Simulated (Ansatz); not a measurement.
ZnAg:
```yaml
crystal:
  lattice:
    - [3.11774, 0.00000, 0.00000]
    - [0.00000, 3.11774, 0.00000]
    - [0.00000, 0.00000, 3.11774]
  atoms:
    - { symbol: Zn, position: [0.50000, 0.50000, 0.50000] }
    - { symbol: Ag, position: [0.00000, 0.00000, 0.00000] }
```

Relaxed with PBEsol. Special points in fractions of this cell's reciprocal vectors: Γ (0.000, 0.000, 0.000); X (0.000, 0.500, 0.000); M (0.500, 0.500, 0.000); R (0.500, 0.500, 0.500).

Task: List the band energies nearest the Fermi level at these points for PBEsol in the plane-wave PAW code Ansatz.

Result: In eV from the Fermi level; about four levels below and three above (degenerate sets whole), none deeper than 8.9 eV; points with the same levels are listed once.

```tsv
k	below	above
Γ	-5.55 -5.55 -4.35 -4.35 -4.35	5.37 5.37 5.37
X	-5.24 -5.24 -4.51 -2.63	10.75 10.75 10.97
M	-4.55 -4.55 -3.98 -1.77 -1.77	1.60 2.33 10.98
R	-6.40 -6.40 -6.40 -3.95 -3.95	1.79 4.13 4.13 4.13
```

Space group Pm-3m (CsCl type). The first step of the workflow began from a Materials Project structure, measured or hypothetical; the Crystallography Open Database files this formula in space group No. 221, but the cells were not matched. Its standing as an ambient phase is unchecked. The PBEsol relaxation kept the symmetry of its start; of distortions, only those at the zone centre were tested. The run is not spin-polarised. Spin–orbit coupling is left out wherever it is not named.

Potentials: the later of the program's two PAW sets.
